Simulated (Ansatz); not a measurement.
CdTe (zinc blende)

```xyz
2
Lattice="0.0000 3.2788 3.2788 3.2788 0.0000 3.2788 3.2788 3.2788 0.0000" Properties=species:S:1:pos:R:3 pbc="T T T"
Te     4.9182     4.9182     4.9182
Cd     0.0000     0.0000     0.0000
```

Equation-of-state scan: isotropic scaling of the cell above, V₀ being its volume. Symmetry pins the atoms to their sites.

Calculation: r2SCAN (plane waves to 500 eV, PAW, scalar-relativistic; Ansatz, a quantum-chemistry and plane-wave program). k mesh 9×9×9 (Γ-centred), Fermi-Dirac smearing 0.05 eV. Energies are smeared free energies. Stress and pressure are positive under compression. CdTe was relaxed with its symmetry unable to fall. Spin-orbit coupling is left out, though Te is heavy. ΔE is measured from the relaxed starting cell.

| V (Å³/atom) | ΔE (meV/atom) |
|---|---|
| 29.609 | 157.4 |
| 31.019 | withheld |
| 32.429 | 33.2 |
| 33.839 | 7.7 |
| 35.249 | 0.0 |
| 36.659 | 6.6 |
| 38.069 | 24.5 |
| 39.479 | 51.6 |
| 40.889 | 85.7 |

Task: Fit a third-order Birch-Murnaghan form (E₀, V₀, B₀, B₀′ free) to the given rows and predict ΔE at V = 31.019.

Result: Least squares on the 8 given rows: ΔE = E₀ + (9V₀B₀/16)·y²·[2 + (B₀′ − 4)y], y = (V₀/V)^(2/3) − 1, with V₀ = 35.250 Å³/atom, B₀ = 40.24 GPa (160.2 GPa = 1 eV/Å³; the term in eV is multiplied by 1000), B₀′ = 4.64, E₀ = 0.03 meV/atom; root-mean-square residual 0.03 meV/atom. At 31.019 the fit gives 81.1 meV/atom; the calculation gives 81.2 meV/atom, so the interpolation is off by -0.1 (-0.1 %). For the pressure the fit gives 6.9 GPa against the computed 6.9 GPa.

(A scan under strain: stresses follow from slopes of the energy per volume, elastic moduli from its curvatures.)
